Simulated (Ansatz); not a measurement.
Nb2AlB2:
```
Nb2AlB2
1.0
    1.57531    -5.83622     0.00000
    1.57531     5.83622     0.00000
    0.00000     0.00000     3.31796
Al Nb B
1 2 2
Direct
  0.00000   0.00000   0.00000
  0.35771   0.64229   0.50000
  0.64229   0.35771   0.50000
  0.21097   0.78903   0.00000
  0.78903   0.21097   0.00000
```

Relaxed with PBE. Special points in fractions of this cell's reciprocal vectors: Γ (0.000, 0.000, 0.000); Y (-0.500, 0.500, 0.000); C0 (-0.268, 0.732, 0.000); Σ0 (0.268, 0.268, 0.000); Z (0.000, 0.000, 0.500); A0 (0.268, 0.268, 0.500); E0 (-0.268, 0.732, 0.500); T (-0.500, 0.500, 0.500); S (0.000, 0.500, 0.000); R (0.000, 0.500, 0.500).

**Question.** List the band energies nearest the Fermi level at these points for plane-wave PAW PBE (Ansatz code).

**Answer.** In eV from the Fermi level; about four levels below and three above (degenerate sets whole), none deeper than 8.9 eV; points with the same levels are listed once.

```json
[
 {"k": "Γ", "below": "-3.44 -2.87 -2.85 -2.44", "above": "1.29 1.49 1.49"},
 {"k": "Y", "below": "-3.56 -3.50 -3.05 -2.38", "above": "0.01 0.82 1.37"},
 {"k": "C0", "below": "-3.17 -3.08 -2.81 -2.26", "above": "0.62 1.21 1.34"},
 {"k": "Z", "below": "-2.12 -0.65 -0.62 -0.56", "above": "0.40 2.02 2.30"},
 {"k": "A0", "below": "-4.35 -3.89 -3.25 -2.49", "above": "0.25 0.83 1.10"},
 {"k": "T", "below": "-2.75 -0.26 -0.22 -0.16", "above": "2.09 3.07 3.27"},
 {"k": "S", "below": "-3.16 -3.11 -2.92 -2.27", "above": "0.63 1.14 1.43"},
 {"k": "R", "below": "-4.18 -4.05 -3.15 -2.48", "above": "0.17 0.83 1.16"}
]
```

Space group Cmmm. The start of the workflow was typed in or built on a structure type; neither database checked (COD, Materials Project) lists it. Its standing as an ambient phase is unchecked. The cell was relaxed with PBE under the symmetry of its start; whether a distortion lowers the energy is not shown. The run is not spin-polarised. Spin–orbit coupling is left out wherever it is not named.

Potentials: the later of the program's two PAW sets.
